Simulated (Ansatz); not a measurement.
Bi2Te3 (Bi2Te3 type, space group R-3m)

```yaml
crystal:
  lattice:
    - [2.19374, 1.26655, 10.09654]
    - [-2.19374, 1.26655, 10.09654]
    - [0.00000, -2.53311, 10.09654]
  atoms:
    - { symbol: Bi, position: [0.40015, 0.40015, 0.40015] }
    - { symbol: Bi, position: [0.59985, 0.59985, 0.59985] }
    - { symbol: Te, position: [0.00000, 0.00000, 0.00000] }
    - { symbol: Te, position: [0.20936, 0.20936, 0.20936] }
    - { symbol: Te, position: [0.79064, 0.79064, 0.79064] }
```

Two coordinates are scanned: the volume, and the ratio of the stretch along z (the conventional c axis) to the stretch across it. Atoms keep their fractional coordinates.

Computed with PBE-D3(BJ) (plane waves to 420 eV, PAW, scalar-relativistic; Ansatz, a program for electronic structure). k mesh 9×9×9 (Γ-centred), Fermi-Dirac smearing 0.05 eV. Energies are smeared free energies. As the atoms are clamped, bonds stretch with the cell, which overstates energies and stresses. Bi2Te3 was relaxed with its symmetry unable to fall. Spin-orbit coupling is left out, though Bi and Te are heavy. The PAW data are Ansatz's earlier set. ΔE is measured from the relaxed starting cell.

```csv
ΔE (meV/atom),V/V₀ = 0.920,V/V₀ = 0.960,V/V₀ = 1.000,V/V₀ = 1.040,V/V₀ = 1.080
(c/a)/(c/a)₀ = 0.920,57.2,24.5,14.1,21.6,43.5
(c/a)/(c/a)₀ = 0.960,46.2,13.7,3.5,?,?
(c/a)/(c/a)₀ = 1.000,41.3,?,0.0,8.2,?
(c/a)/(c/a)₀ = 1.040,42.8,12.2,3.6,12.5,35.6
(c/a)/(c/a)₀ = 1.080,50.9,21.7,14.2,24.1,47.9
```

**Question.** What belongs in the gaps?

**Answer.** 
- (c/a)/(c/a)₀ = 0.960, V/V₀ = 1.040: 11.2
- (c/a)/(c/a)₀ = 0.960, V/V₀ = 1.080: 33.2
- (c/a)/(c/a)₀ = 1.000, V/V₀ = 0.960: 9.6
- (c/a)/(c/a)₀ = 1.000, V/V₀ = 1.080: 30.6

(A scan under strain: stresses follow from slopes of the energy per volume, elastic moduli from its curvatures.)
